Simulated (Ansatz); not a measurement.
Relaxed-ion elastic tensor of MoS2 in space group R3m (No. 160; Mo on 3a, S on 3a, S on 3a) in GPa (Voigt order), DFT-PBE+D3(BJ) in the program Ansatz with PAW potentials; density 5.15 g/cm³, 17.21 Å³ per atom.

```
 233  57.0  15.0   5.6   0.0   0.0
57.0   233  15.0  -5.6   0.0   0.0
15.0  15.0  55.4   0.0   0.0   0.0
 5.6  -5.6   0.0  22.8   0.0   0.0
 0.0   0.0   0.0   0.0  22.8   5.6
 0.0   0.0   0.0   0.0   5.6  88.1
```

Is the crystal mechanically stable?

Yes: the smallest eigenvalue of C is 22.3 GPa.

Work out the Voigt, Reuss and Hill averages.

K_V = 77.3, K_R = 45.8, K_H = 61.5; G_V = 55.7, G_R = 35.2, G_H = 45.5 GPa.

Give Young's modulus, Poisson's ratio, Pugh's ratio and the universal anisotropy index.

E = 9KG/(3K + G) = 109 GPa; ν = 0.20; K/G = 1.35 (brittle by the Pugh limit of 1.75); A_U = 5G_V/G_R + K_V/K_R − 6 = 3.59.

Estimate the sound speeds and the Debye temperature.

v_l = √((K + 4G/3)/ρ) = 4870 m/s, v_t = √(G/ρ) = 2970 m/s, mean 3280 m/s; Θ = (h/k)(3n/4πV)^(1/3) v_m = 379 K.

Solve the Christoffel equation for the three sound speeds along x, y, z.

Eigenvalues of C_ijkl n_j n_l equal ρv² (piezoelectric stiffening left out). In km/s, slowest first: x 2.08, 4.15, 6.73; y 2.10, 4.14, 6.73; z 2.10, 2.10, 3.28.

How much does each axis shrink under pressure?

Linear compressibilities β_i = Σ_j S_ij (j = 1 to 3): x 2.6, y 2.6, z 17 per TPa.

The cell was relaxed with PBE+D3(BJ) under the symmetry of its start; of distortions, only those at the zone centre were tested. No spin polarisation was allowed.

Potentials: the later of the program's two PAW sets.
